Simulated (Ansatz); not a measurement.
**Run on LaBr (R-3m) — field of 500 T on the spins**

Method: Ansatz, DFT, LDA, PAW with Ansatz's default frozen-core files, scalar-relativistic.

Command: `ansatz run input.yaml --threads 2 --pin off --max-ram 6144MiB --backend cpu --events-out ev --progress --plain --runs-dir out`

```yaml
crystal:
  lattice:
    - [2.066044927, 1.1928315948, 10.6345596304]
    - [-2.066044927, 1.1928315948, 10.6345596304]
    - [0.0, -2.3856631895, 10.6345596304]
  atoms:
    - { symbol: La, position: [0.880107, 0.880107, 0.880107], spin: -0.2 }
    - { symbol: La, position: [0.119893, 0.119893, 0.119893], spin: -0.2 }
    - { symbol: Br, position: [0.607426, 0.607426, 0.607426] }
    - { symbol: Br, position: [0.392574, 0.392574, 0.392574] }
magnetization:
  spin_polarized: true
  magnetic_field: 500
kpoints:
  mp_grid: { grid: [8, 8, 8] }
scf:
  occupations: { method: fermi_dirac, width: 0.05 }
  convergence: { dr2_threshold: 1.0e-10 }
  lower_state_search: "off"
hamiltonian:
  xc: lda
  pseudopotentials: { kind: paw }
output:
  forces: true
  stress: true
  eigenvalues: true
```

Output:

```
basis.fft_grid_basis auto: the FFT boxes are laid along the combinations [[1, 0, -1], [0, 1, -1], [0, 0, 1]] of the cell's own vectors, 4.132, 4.132 and 10.899 Å long. The dense box has 30×30×75 points. Along the cell's own vectors, as sized, it would have 75×75×75, 6.25 times as many. Of the 12 symmetry operations that the crystal satisfies within crystal.symmetry.tolerance (time reversal apart;  …
Engine: ansatz 0.2.0
Pseudopotentials: kind: paw
Pseudopotential: La, paw, valence charge 11, recommended cutoff 420 eV (normal), La.paw.azcp
Pseudopotential: Br, paw, valence charge 7, recommended cutoff 420 eV (normal), Br.paw.azcp
Functional definition: SPW92
  exchange = slater_x
  correlation = pw_c
Crystal: 4 atoms, lattice volume = 157.250 Å³
Basis set: ecut = 420 eV, 3029 PW (Γ), FFT grids on a1−a3, a2−a3, a3
Bands: 23, of which v1, the nominal top of the filled ones, is band 18 counted from 1 (17 counted from 0)
Symmetry: 12 space group operations
Space group: R-3m (ITA 166), of the structure as read, at distance tolerance 5.4e-5 Å
Magnetic group: BNS 166.97 (UNI 1327), of the structure as read, at distance tolerance 5.4e-5 Å
k-points: 65 of 512
Non-local potential: La, projectors of the file, l = 0: 3, l = 1: 2, l = 2: 2, l = 3: 3
Non-local potential: Br, projectors of the file, l = 0: 2, l = 1: 2, l = 2: 2
PAW form: soft (Blöchl's): semilocal exchange-correlation on the pseudo side does not see the compensation charge
PAW frozen core: La, regenerated for the run's functional, and the local potential with it (the file was generated under x = pbe(κ = 0.804, μ = 0.2195149727645171), c = pbe(β = 0.06672455060314922))
PAW frozen core: Br, regenerated for the run's functional, and the local potential with it (the file was generated under x = pbe(κ = 0.804, μ = 0.2195149727645171), c = pbe(β = 0.06672455060314922))
PAW one-centre angular grid: La, 590 points (default); XC on 64 Gauss nodes
PAW one-centre angular grid: Br, 110 points (default); XC on 64 Gauss nodes
Initial density: superposition of atomic densities (chi_scale 0.1, normalization cell, long waves 79 % of neutral atoms (reshape's long-wave potential 1.79 eV rms, cloud 3.27 Å wide))
Starting moments: Σ|m| = 0.4 μB on 2 of 4 sites
Magnetic field: 500 T along the axis of the moments, on the spin alone (28.9419 meV per μB along it)
Initial wavefunctions: pseudopotential atomic-orbital guess
Functional: x = slater, c = lda
[...]
  E_xc         = -796.555835
  E_vxc        = -501.179213  (∫ρ·V_xc dr)
  E_paw        = -14809.783796  (= ΣΔE_a)
  E_vpaw       = -159.285966  (= ΣTr[D̂ρ^β])
  E_aug_tail   = -0.000001  (compensation charges beyond the density's cutoff)
  E_zeeman     = -0.047213  (= −μ_B·B·M)
  E_ewald      = -1828.579433
  E_core_change = 1.058455  (= ΣΔE_core)
  E_smearing   = -0.019443  (= −TS)
  E_closure    = 0.000000  (closes the sum)
  Σ components = -17544.538303   (vs F -17544.538303, Δ=0.00e0)
--- Forces (eV/Å), atoms counted from 1 ---
  atom   1  La     0.00000000     0.00000000     0.18192213
  atom   2  La    -0.00000000    -0.00000000    -0.18192213
  atom   3  Br     0.00000000    -0.00000000    -0.34495857
  atom   4  Br    -0.00000000     0.00000000     0.34495857
  max |Σ_I F_I| component: 5.55e-17 eV/Å
--- Stress (GPa, compression-positive) ---
       -2.738517       0.000000       0.000000
        0.000000      -2.738517       0.000000
        0.000000       0.000000      -2.604119
  P = ⅓ Tr σ = -2.6937 GPa (-26.937 kbar)
--- Band table (eV; the first three rows and the last of 130) ---
  k-point 0 ↑: bands = ["-26.9797", "-26.9053", "-11.2512", "-10.8881", "-10.4083", "-10.4083", "-10.3103", "-10.3103", "-9.3094", "-9.0884", "1.4229", "1.9934", "2.6396", "2.6396", "2.7033", "2.7033", "4.8841", "5.6397", "7.2749", "7.2749", "7.3146", "7.3574", "7.3574", "7.4772", "7.5153", "7.7029", "7.7029"]
  k-point 1 ↑: bands = ["-26.9710", "-26.9015", "-11.1972", "-10.9241", "-10.4657", "-10.4313", "-10.4010", "-10.3221", "-9.2547", "-9.1069", "1.5457", "2.0616", "2.3934", "2.4619", "2.6139", "2.6729", "5.1406", "5.6630", "6.7734", "7.2735", "7.3545", "7.4051", "7.4229", "7.4655", "7.5539", "7.6674", "7.6933"]
  k-point 2 ↑: bands = ["-26.9489", "-26.8933", "-11.0955", "-10.9799", "-10.7468", "-10.4842", "-10.4053", "-10.3524", "-9.2116", "-9.1316", "1.6948", "1.9051", "2.1310", "2.1989", "2.5474", "2.5919", "5.4609", "5.7337", "6.2971", "7.1884", "7.3257", "7.3836", "7.4678", "7.4714", "7.5896", "7.6204", "7.6870"]
  k-point 64 ↓: bands = ["-26.7599", "-26.6898", "-11.0174", "-10.7195", "-10.1443", "-10.1443", "-10.0532", "-10.0532", "-9.1436", "-8.9925", "1.6924", "1.9957", "2.7732", "2.7732", "2.7742", "2.7742", "5.7275", "6.0969", "7.5277", "7.6429", "7.6429", "7.6660", "7.6660", "7.7039", "7.7901", "7.8593", "7.8593"]
```

Site moments (μB): La1 0.27, La2 0.27, Br3 0.02, Br4 0.02. Cell moment 1.63 μB.

The magnetic group in the log treats spin as a scalar label, without spin–orbit coupling.

The PAW files were made with PBE; the program remakes their cores once for the run's functional and then keeps them frozen. The Ansatz runs typed with the search for lower states off end where their start leads. Spin–orbit coupling is left out although heavy atoms are present. These are results for the start and cell typed. The real compound can order otherwise, in a larger cell, or not at all, since semilocal functionals at zero temperature often overstate magnetism.

It took 24 s on 2 threads of Intel(R) Xeon(R) 6975P-C (Granite Rapids) (shared host), peak memory 0.73 GiB.
